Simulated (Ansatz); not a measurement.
## Coordination and Al-27 quadrupole coupling in Al5HO8

Cell: an entry of the Crystallography Open Database (COD; perhaps a calculated or model structure) whose atoms were relaxed with PBE, the cell held.

Space group P6_3mc (No. 186); a = 5.6153, c = 8.8241 Å, γ = 120.00°.

| site | Wyckoff | site symmetry | x | y | z |
| --- | --- | --- | --- | --- | --- |
| Al1 | 6c | .m. | 0.3315 | 0.1657 | 0.1421 |
| Al5 | 2b | 3m. | 0.3333 | 0.6667 | 0.3484 |
| Al7 | 2b | 3m. | 0.6667 | 0.3333 | 0.4606 |
| H | 2a | 3m. | 0.0000 | 0.0000 | 0.9106 |
| O13 | 6c | .m. | 0.1658 | 0.8342 | 0.2450 |
| O17 | 6c | .m. | 0.0291 | 0.5145 | 0.5065 |
| O21 | 2a | 3m. | 0.0000 | 0.0000 | 0.5226 |
| O23 | 2b | 3m. | 0.6667 | 0.3333 | 0.2534 |

One atom of each set is listed.

All values are calculated (Ansatz; DFT, PBE, plane waves and PAW, scalar-relativistic, 420 eV cutoff, Γ-centred 4×4×3 k-points, Fermi–Dirac smearing 0.02 eV), not measured.

Q(Al-27) = 146.6 mb.

Task: Order the Al environments from the weakest to the strongest quadrupole coupling.
A. Al7: 4 O at 1.81–1.83 Å; also 3 O at 2.99 Å
B. Al5: 6 O at 1.87–2.03 Å
C. Al1: 6 O at 1.85–1.97 Å

Result: B (2.07 MHz, η = 0.00), C (4.84 MHz, η = 0.74), A (6.68 MHz, η = 0.00).

An axis of threefold or higher order runs through Al5 and Al7, so V_zz lies along it and η is zero. Like point charges on the first shell alone (each adding as 1/d³) would give another order (Al5 < Al7 < Al1): the covalent part of each bond and the atoms beyond the first shell count as well.
